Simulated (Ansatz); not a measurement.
Input and command of a plane-wave DFT calculation in Ansatz:

```yaml
crystal:
  lattice:
    - [-2.4347371633, 0.0, -0.0052449062]
    - [0.0, -2.4346254889, 0.0]
    - [-1.2371729958, 0.0, 9.5832726524]
  atoms:
    - { symbol: P, position: [0.5625, 0.0, 0.875] }
    - { symbol: P, position: [0.8125, 0.0, 0.375] }
    - { symbol: P, position: [-0.0625, 0.0, 0.125] }
    - { symbol: P, position: [-0.3125, 0.0, 0.625] }
basis:
  ecutwfc: 420
kpoints:
  mp_grid: { grid: [24, 24, 6] }
hamiltonian:
  xc: pbesol
scf:
  occupations: { method: gaussian, width: 0.15 }
output:
  forces: true
  stress: true
  eigenvalues: true
```

```bash
ansatz run input.yaml --threads 2 --pin off --max-ram 5120MiB --backend cpu --events-out ev --progress --plain --runs-dir out
```

Processor: Intel(R) Xeon(R) Platinum 8259CL CPU @ 2.50GHz (Skylake/Cascade Lake), 2 threads, on a host shared with other jobs.

Task: Estimate time, memory and problem size.

Result: About 28 s on 2 threads of Intel(R) Xeon(R) Platinum 8259CL CPU @ 2.50GHz (Skylake/Cascade Lake) (shared host), peak memory 0.91 GiB. It solves 14 bands at 962 k points (the mesh reduced by symmetry) with about 1073 plane waves, in 7 SCF iterations.
